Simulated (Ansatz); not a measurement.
**Structures of ScAl3: which is lowest?**

Plane-wave DFT in Ansatz with scalar-relativistic PAW potentials, cutoff 420 eV, Γ-centred meshes chosen by cell and gap, Gaussian smearing with energies taken to zero width. Every cell was relaxed (cell and atoms) in a run of its own, within the symmetry of its start. Functional: LDA.

Relaxed structures (starts from databases or built by putting these elements on another compound's sites):
A. I4/mmm, 4 atoms in the computed cell, a = 3.953 Å, c = 8.663 Å; sites (symmetry × multiplicity) Sc 4/mmm × 2, Al -4m2 × 4 + 4/mmm × 2; start: database
B. Pm-3m, 4 atoms in the computed cell, a = 4.032 Å; sites (symmetry × multiplicity) Sc m-3m × 1, Al 4/mm.m × 3; start: database

Question: Rank them by energy. Could pressure change the order?

Answer:
```csv
structure,group,E − E(lowest) (meV/atom),V (Å³/atom),gap on mesh (eV)
B,Pm-3m,0.0,16.38,0.00
A,I4/mmm,105,16.92,0.00
```

B is lowest, 105 meV/atom under A. The lowest is also the densest of these, so pressure wouldn't bring one of the others in at first order. Other structures may lie lower than all of these, and vibrations aren't counted.